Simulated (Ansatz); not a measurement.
Values for one crystal, relaxed and computed with plane-wave PAW PBEsol (Ansatz code); other levels are named.

```yaml
volume_per_atom: 12.19 Å³
electronic_character: metallic (no gap)
Formation energy from the elements (no fitted shifts): -0.20 eV/atom
Density of states at the Fermi level: 0.57 states/eV per atom (mean over ±0.08 eV)
zone_centre_stability: no imaginary mode at Γ
Bulk modulus (Birch–Murnaghan fit): 313 GPa
highest_zone_centre_frequency: 88.6 meV
```

Task: Pick the material that matches.
(A) TaC, rock salt
(B) Mo2C, Pbcn (Mo on 8d, C on 4c)
(C) Nb2C, Pnma (Nb on 4c, Nb on 4c, C on 4c)
(D) NbC, rock salt

Result: B, Mo2C, Pbcn (Mo on 8d, C on 4c)

The first step of the workflow began from a Materials Project structure, measured or hypothetical; the Crystallography Open Database files this formula in space group No. 60, but the cells were not matched. Its standing as an ambient phase is unchecked. Symmetry was held in the PBEsol relaxation. No spin polarisation was allowed. The references are the lowest solids computed at this level, not always the standard phases. Spin–orbit coupling is left out wherever it is not named.

Potentials: the later of the program's two PAW sets.
